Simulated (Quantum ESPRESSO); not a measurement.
## Si3O4NF (one run as intended and one with a planted mistake)

Computed values, not a measurement. The program is pw.x of Quantum ESPRESSO 7.5 (plane-wave density functional theory). The cell is made up: 9 atoms on a quartz lattice, with randomly drawn elements, strain and displacements, not relaxed. PseudoDojo standard norm-conserving files (v0.5 for PBE, v0.4.1 for LDA and PBEsol) set the functional; there is no spin polarisation, spin-orbit coupling or dispersion term, and the masses in the input are unused placeholders.

Intended input:

```
&control calculation='scf', pseudo_dir='./dojo.nc.sr.pbe.v0_5.standard.upf', outdir='./o', disk_io='low', tprnfor=.true., tstress=.true. /
&system ibrav=0, nat=9, ntyp=4, nbnd=30, ecutwfc=84.00895049, nosym=.true., tot_charge=0,
 occupations='smearing', smearing='fd', degauss=0.0018374661
/
&electrons conv_thr=7.350e-09, electron_maxstep=60, /
ATOMIC_SPECIES
F 1.0 F.upf
N 1.0 N.upf
O 1.0 O.upf
Si 1.0 Si.upf
CELL_PARAMETERS angstrom
5.0778 0.0044 0.0631
-2.5351 4.4563 -0.1125
0.0693 -0.1026 5.5265
ATOMIC_POSITIONS angstrom
Si 2.5448 -0.0822 3.7195
Si -0.9326 1.9832 2.0277
Si 1.4609 2.3419 -0.0971
O 1.3782 1.0193 4.3379
N 3.1803 0.805 2.4703
F 2.8099 2.6089 0.5904
O 0.3424 2.0272 1.1086
O -1.0432 3.0981 2.8463
O 1.0339 3.7095 4.5318
K_POINTS automatic
5 5 4 1 1 1
```

The log is shortened where brackets say so; the opening notice, blank lines, dates and the lines on written files are dropped, and the path of the files is cut. It prints rydbergs, bohrs and kilobars, and counts compression as positive stress. Where no state is partly filled, the Fermi energy that it prints is only some level between the filled and the empty states on the mesh, and need not lie in the true gap.

Log of the intended run:

```
     Program PWSCF v.7.5
     Parallel version (MPI & OpenMP), running on       4 processor cores
     Number of MPI processes:                 4
     Threads/MPI process:                     1
     [start-up lines left out]
     bravais-lattice index     =            0
     lattice parameter (alat)  =       9.5964  a.u.
     unit-cell volume          =     843.9108 (a.u.)^3
     number of atoms/cell      =            9
     number of atomic types    =            4
     number of electrons       =        48.00
     number of Kohn-Sham states=           30
     kinetic-energy cutoff     =      84.0090  Ry
     charge density cutoff     =     336.0358  Ry
     scf convergence threshold =      7.3E-09
     mixing beta               =       0.7000
     number of iterations used =            8  plain     mixing
     Exchange-correlation= PBE
                           (   1   4   3   4   0   0   0)
     [axes and pseudopotential details left out]
   Cartesian axes
     site n.     atom                  positions (alat units)
         1        Si     tau(   1) = (   0.5011230  -0.0161869   0.7324454  )
         2        Si     tau(   2) = (  -0.1836480   0.3905325   0.3992955  )
         3        Si     tau(   3) = (   0.2876810   0.4611679  -0.0191210  )
         4        O      tau(   4) = (   0.2713957   0.2007210   0.8542210  )
         5        N      tau(   5) = (   0.6262660   0.1585209   0.4864525  )
         6        F      tau(   6) = (   0.5533266   0.5137456   0.1162618  )
         7        O      tau(   7) = (   0.0674255   0.3991970   0.2183060  )
         8        O      tau(   8) = (  -0.2054274   0.6100791   0.5604945  )
         9        O      tau(   9) = (   0.2035960   0.7304762   0.8924039  )
     number of k points=    50  Fermi-Dirac smearing, width (Ry)=  0.0018
                       cart. coord. in units 2pi/alat
        k(    1) = (   0.0984061   0.1728862   0.1168358), wk =   0.0400000
        k(    2) = (   0.0955464   0.1770615   0.3466693), wk =   0.0400000
     [further k points left out]
     Dense  grid:    87795 G-vectors     FFT dimensions: (  60,  60,  64)
     Estimated max dynamical RAM per process >     178.15 MB
     Estimated total dynamical RAM >     648.30 MB
     Initial potential from superposition of free atoms
     starting charge      47.9981, renormalised to      48.0000
     Starting wfcs are   36 randomized atomic wfcs
     total cpu time spent up to now is        3.1 secs
     per-process dynamical memory:   136.0 Mb
     Self-consistent Calculation
     iteration #  1     ecut=    84.01 Ry     beta= 0.70
     Davidson diagonalization with overlap
     ethr =  1.00E-02,  avg # of iterations =  3.0
     total cpu time spent up to now is        9.2 secs
     total energy              =    -227.04886140 Ry
     estimated scf accuracy    <       2.77697648 Ry
     iteration #  2     ecut=    84.01 Ry     beta= 0.70
     Davidson diagonalization with overlap
     ethr =  5.79E-03,  avg # of iterations =  2.9
     total cpu time spent up to now is       15.2 secs
     total energy              =    -227.77369046 Ry
     estimated scf accuracy    <       2.20115582 Ry
     [iterations 3 to 10 left out]
     iteration # 11     ecut=    84.01 Ry     beta= 0.70
     Davidson diagonalization with overlap
     ethr =  4.54E-11,  avg # of iterations =  4.5
     total cpu time spent up to now is       65.5 secs
     total energy              =    -228.20915414 Ry
     estimated scf accuracy    <       0.00000002 Ry
     iteration # 12     ecut=    84.01 Ry     beta= 0.70
     Davidson diagonalization with overlap
     ethr =  3.40E-11,  avg # of iterations =  2.0
     total cpu time spent up to now is       69.6 secs
     End of self-consistent calculation
     [lines on levels left out]
     the Fermi energy is     5.2351 ev
!    total energy              =    -228.20915414 Ry
     estimated scf accuracy    <          1.1E-09 Ry
     smearing contrib. (-TS)   =       0.00000000 Ry
     internal energy E=F+TS    =    -228.20915414 Ry
     The total energy is F=E-TS. E is the sum of the following terms:
     one-electron contribution =    -119.01414271 Ry
     hartree contribution      =      84.04767376 Ry
     xc contribution           =     -60.90155794 Ry
     ewald contribution        =    -132.34112726 Ry
     convergence has been achieved in  12 iterations
     Forces acting on atoms (cartesian axes, Ry/au):
     atom    1 type  4   force =    -0.12933106    0.07612266   -0.19669947
     atom    2 type  4   force =     0.01160100   -0.39861956   -0.23175010
     atom    3 type  4   force =    -0.23065426    0.01458581   -0.08434795
     atom    4 type  3   force =     0.04826282   -0.00982350    0.06213441
     atom    5 type  2   force =    -0.00890762   -0.10108364   -0.00436467
     atom    6 type  1   force =     0.08153821    0.04001760    0.00229665
     atom    7 type  3   force =     0.09235246    0.00698906   -0.09635479
     atom    8 type  3   force =     0.02606436    0.52843836    0.38042817
     atom    9 type  3   force =     0.10907411   -0.15662679    0.16865776
     Total force =     0.930982     Total SCF correction =     0.000038
     Computing stress (Cartesian axis) and pressure
          total   stress  (Ry/bohr**3)                   (kbar)     P=       85.55
   0.00032583  -0.00008536   0.00003457           47.93      -12.56        5.09
  -0.00008536   0.00082494   0.00078082          -12.56      121.35      114.86
   0.00003457   0.00078082   0.00059382            5.09      114.86       87.35
     init_run     :      2.89s CPU      3.03s WALL (       1 calls)
     electrons    :     65.91s CPU     66.49s WALL (       1 calls)
     forces       :      0.91s CPU      0.92s WALL (       1 calls)
     stress       :      2.80s CPU      2.80s WALL (       1 calls)
     [timing details left out]
     PWSCF        :   1m12.65s CPU   1m13.42s WALL
     JOB DONE.
```

A second run has one planted mistake: the smearing is too wide. The input lines that differ, file-writing options aside:

```
- &system ibrav=0, nat=9, ntyp=4, nbnd=30, ecutwfc=84.00895049, nosym=.true., tot_charge=0,
+ &system ibrav=0, nat=9, ntyp=4, nbnd=48, ecutwfc=84.00895049, nosym=.true., tot_charge=0,
-  occupations='smearing', smearing='fd', degauss=0.0018374661
+  occupations='smearing', smearing='fd', degauss=0.0227845797
```

Its log:

```
     Program PWSCF v.7.5
     Parallel version (MPI & OpenMP), running on       4 processor cores
     Number of MPI processes:                 4
     Threads/MPI process:                     1
     [start-up lines left out]
     bravais-lattice index     =            0
     lattice parameter (alat)  =       9.5964  a.u.
     unit-cell volume          =     843.9108 (a.u.)^3
     number of atoms/cell      =            9
     number of atomic types    =            4
     number of electrons       =        48.00
     number of Kohn-Sham states=           48
     kinetic-energy cutoff     =      84.0090  Ry
     charge density cutoff     =     336.0358  Ry
     scf convergence threshold =      7.3E-09
     mixing beta               =       0.7000
     number of iterations used =            8  plain     mixing
     Exchange-correlation= PBE
                           (   1   4   3   4   0   0   0)
     [axes and pseudopotential details left out]
   Cartesian axes
     site n.     atom                  positions (alat units)
         1        Si     tau(   1) = (   0.5011230  -0.0161869   0.7324454  )
         2        Si     tau(   2) = (  -0.1836480   0.3905325   0.3992955  )
         3        Si     tau(   3) = (   0.2876810   0.4611679  -0.0191210  )
         4        O      tau(   4) = (   0.2713957   0.2007210   0.8542210  )
         5        N      tau(   5) = (   0.6262660   0.1585209   0.4864525  )
         6        F      tau(   6) = (   0.5533266   0.5137456   0.1162618  )
         7        O      tau(   7) = (   0.0674255   0.3991970   0.2183060  )
         8        O      tau(   8) = (  -0.2054274   0.6100791   0.5604945  )
         9        O      tau(   9) = (   0.2035960   0.7304762   0.8924039  )
     number of k points=    50  Fermi-Dirac smearing, width (Ry)=  0.0228
                       cart. coord. in units 2pi/alat
        k(    1) = (   0.0984061   0.1728862   0.1168358), wk =   0.0400000
        k(    2) = (   0.0955464   0.1770615   0.3466693), wk =   0.0400000
     [further k points left out]
     Dense  grid:    87795 G-vectors     FFT dimensions: (  60,  60,  64)
     Estimated max dynamical RAM per process >     232.69 MB
     Estimated total dynamical RAM >     866.47 MB
     Initial potential from superposition of free atoms
     starting charge      47.9981, renormalised to      48.0000
     Starting wfcs are   36 randomized atomic wfcs +   12 random wfcs
     total cpu time spent up to now is        4.4 secs
     per-process dynamical memory:   186.8 Mb
     Self-consistent Calculation
     iteration #  1     ecut=    84.01 Ry     beta= 0.70
     Davidson diagonalization with overlap
     ethr =  1.00E-02,  avg # of iterations =  6.8
     total cpu time spent up to now is       17.8 secs
     total energy              =    -227.10748102 Ry
     estimated scf accuracy    <       2.72134409 Ry
     iteration #  2     ecut=    84.01 Ry     beta= 0.70
     Davidson diagonalization with overlap
     ethr =  5.67E-03,  avg # of iterations =  2.0
     total cpu time spent up to now is       26.6 secs
     total energy              =    -227.67830346 Ry
     estimated scf accuracy    <       2.38684541 Ry
     [iterations 3 to 9 left out]
     iteration # 10     ecut=    84.01 Ry     beta= 0.70
     Davidson diagonalization with overlap
     ethr =  2.98E-10,  avg # of iterations =  2.0
     total cpu time spent up to now is       91.9 secs
     total energy              =    -228.20937004 Ry
     estimated scf accuracy    <       0.00000002 Ry
     iteration # 11     ecut=    84.01 Ry     beta= 0.70
     Davidson diagonalization with overlap
     ethr =  3.45E-11,  avg # of iterations =  1.5
     total cpu time spent up to now is       98.3 secs
     End of self-consistent calculation
     [lines on levels left out]
     the Fermi energy is     5.6700 ev
!    total energy              =    -228.20937004 Ry
     estimated scf accuracy    <          6.3E-10 Ry
     smearing contrib. (-TS)   =      -0.00139895 Ry
     internal energy E=F+TS    =    -228.20797109 Ry
     The total energy is F=E-TS. E is the sum of the following terms:
     one-electron contribution =    -119.01228825 Ry
     hartree contribution      =      84.04638875 Ry
     xc contribution           =     -60.90094434 Ry
     ewald contribution        =    -132.34112726 Ry
     convergence has been achieved in  11 iterations
     Forces acting on atoms (cartesian axes, Ry/au):
     atom    1 type  4   force =    -0.12963272    0.07583416   -0.19584789
     atom    2 type  4   force =     0.01200236   -0.39807075   -0.23221747
     atom    3 type  4   force =    -0.23043131    0.01457453   -0.08451226
     atom    4 type  3   force =     0.04819801   -0.01000299    0.06175217
     atom    5 type  2   force =    -0.00909622   -0.10113760   -0.00438885
     atom    6 type  1   force =     0.08181933    0.04002496    0.00262034
     atom    7 type  3   force =     0.09220142    0.00686009   -0.09609435
     atom    8 type  3   force =     0.02595202    0.52824340    0.38028951
     atom    9 type  3   force =     0.10898712   -0.15632580    0.16839880
     Total force =     0.930353     Total SCF correction =     0.000046
     Computing stress (Cartesian axis) and pressure
          total   stress  (Ry/bohr**3)                   (kbar)     P=       85.97
   0.00032841  -0.00008481   0.00003482           48.31      -12.48        5.12
  -0.00008481   0.00082784   0.00078004          -12.48      121.78      114.75
   0.00003482   0.00078004   0.00059698            5.12      114.75       87.82
     init_run     :      4.17s CPU      4.36s WALL (       1 calls)
     electrons    :     93.19s CPU     93.94s WALL (       1 calls)
     forces       :      1.30s CPU      1.32s WALL (       1 calls)
     stress       :      3.99s CPU      3.99s WALL (       1 calls)
     [timing details left out]
     PWSCF        :   1m42.74s CPU   1m43.78s WALL
     JOB DONE.
```

|  | intended run | run with the mistake |
| --- | --- | --- |
| free energy (eV) | -3104.944 | -3104.947 |
| smearing term -TS (eV) | 0.0000 | -0.0190 |
| pressure (GPa) | 8.55 | 8.60 |
| largest force component (eV/Å) | 13.587 | 13.582 |
| largest change of a force component (eV/Å) |  | 0.022 |
| iterations | 12 | 11 |

For scale, a rerun of the intended cell at a cutoff of 1437 eV and k mesh 7 x 7 x 6 moved values by no more than 0.002 eV in energy, 0.02 GPa in stress and 0.002 eV/Å in force. The number of bands, nbnd, was set by rule from the electron count and the smearing, so it follows the mistake.